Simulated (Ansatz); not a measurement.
Ta2SiN:
```xyz
8
Lattice="3.2230 0.0000 0.0000 -1.6115 2.7912 0.0000 0.0000 0.0000 12.0097" Properties=species:S:1:pos:R:3 pbc="T T T"
Si     0.0000     1.8608     9.0073
Si     1.6115     0.9304     3.0024
Ta     0.0000     1.8608     1.1505
Ta     1.6115     0.9304     7.1554
Ta     1.6115     0.9304    10.8592
Ta     0.0000     1.8608     4.8543
N      0.0000     0.0000     0.0000
N      0.0000     0.0000     6.0049
```

Relaxed with r²SCAN.

Problem. Map the electron localisation function on the plane through (0.333, 0.667, 0.750) spanned by u = [0, 0, 1] and v = [1, -1, 0] in lattice vectors, from plane-wave PAW r²SCAN (Ansatz code).

Solution. x is the fraction of u, y of v (the angle between them is 90°; rows are the nearest grid lines); atoms in the plane: Si at (0.00, 0.00), Si at (0.50, 0.33), Ta at (0.35, 0.00), Ta at (0.85, 0.33), Ta at (0.15, 0.33), Ta at (0.65, 0.00), N at (0.25, 0.67), N at (0.75, 0.67).
```
|7369975432158205831331385028512345799637|
|4269975432158417821441287148512345799624|
|2389864332138879822442289788312334689832|
|5789753245422576323553236752245423579875|
|6777642368862122224444222212688632467776|
|4556532489996211233333321126999842356554|
|2234323699899521222222221259989963234322|
|0011224895059842211001122489505984221100|
|0012223895059832221001222389505983222100|
|1112223798589732222112222379858973222111|
|2223211489999622444334442269999841123222|
|3333211148997423566556653247998411123333|
|5532478731343235799669975323431378742355|
|5422698972133346898448986433312798962245|
|5412885784123346997337996433214875882145|
|4312860385123457996336997543215830682134|
|4313850285123457996336997543215820583134|
|6632688983122224798448974222213898862366|
|8752478962222112589779852112222698742578|
|9984235532222221269999621222222355324899|
|8997311112224675237887325764222111137998|
|2489853232149868722552278689412323589842|
|4269975432159417821441287149512345799624|
|7369975432158205831331385028512345799637|
```
Scale: ten equal steps from 0.022 (start of '0') to 0.801 (end of '9'), in the order '0123456789'; x runs from 0.000 to 1.00, y from 0.000 (bottom) to 1.00 (top).

The density is the valence pseudo-density with augmentation charge, so density and ELF within about 1 Å of a nucleus are not all-electron values.

Space group P6_3/mmc. The start of the workflow was typed in or built on a structure type; neither database checked (COD, Materials Project) lists it. Its standing as an ambient phase is unchecked. Symmetry was held in the r²SCAN relaxation; whether a distortion lowers the energy is not shown. No spin polarisation was allowed. Spin–orbit coupling is left out wherever it is not named.

Potentials: the later of the program's two PAW sets.
